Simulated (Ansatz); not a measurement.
# Ti3AlC2: pressure against volume

A database entry relaxed whole under r2SCAN (P6_3/mmc):

```
Ti Al C
1.0
     3.06944    0.00000    0.00000
    -1.53472    2.65821    0.00000
     0.00000    0.00000   18.63488
Ti Al C
6 2 4
Direct
  0.00000 0.00000 0.00000
  0.00000 0.00000 0.50000
  0.33333 0.66667 0.12714
  0.66667 0.33333 0.62714
  0.33333 0.66667 0.37286
  0.66667 0.33333 0.87286
  0.00000 0.00000 0.25000
  0.00000 0.00000 0.75000
  0.33333 0.66667 0.56942
  0.66667 0.33333 0.06942
  0.33333 0.66667 0.93058
  0.66667 0.33333 0.43058
```

The cell was scaled uniformly, its shape held, and the atoms relaxed at each volume with plane-wave PAW DFT (Ansatz 0.2.0; r2SCAN, 500 eV, 13×13×2 Γ-centred mesh, fermi-dirac occupations of width 0.100 eV; no spin, no spin-orbit coupling). One row is withheld.

```csv
volume (Å³/atom),energy over the lowest (meV/atom),pressure (GPa)
11.910,26.6,11.90
12.164,?,?
12.417,2.7,3.57
12.670,0.0,0.01
12.924,2.6,-3.18
13.177,10.0,-6.05
13.431,21.7,-8.62
```

Fit the pressures of the other rows to the third-order Birch-Murnaghan form.

With f = [(V₀/V)^(2/3) − 1]/2 and P = 3B₀f(1 + 2f)^(5/2)[1 + 3(B₀′ − 4)f/2], least squares gives V₀ = 12.67 Å³ an atom, B₀ = 168 GPa and B₀′ = 4.3; the rows miss the fit by less than 0.01 GPa. The slope of the energies differs from these pressures by 0.06 GPa, since they are taken to zero smearing while pressures follow the free energy.

What does the withheld row hold?

The fit gives 7.51 GPa at 12.164 Å³; the run gave 7.52 GPa and 11.4 meV an atom.

Caveats: the shape of the cell was held, so B₀ is an upper bound where the axes differ in stiffness; 0 K, fixed nuclei; the symmetry was kept, and this need not be the phase that is stable at 0 K; one mesh for all volumes; every run is gapless at this level; pressure is positive in compression.
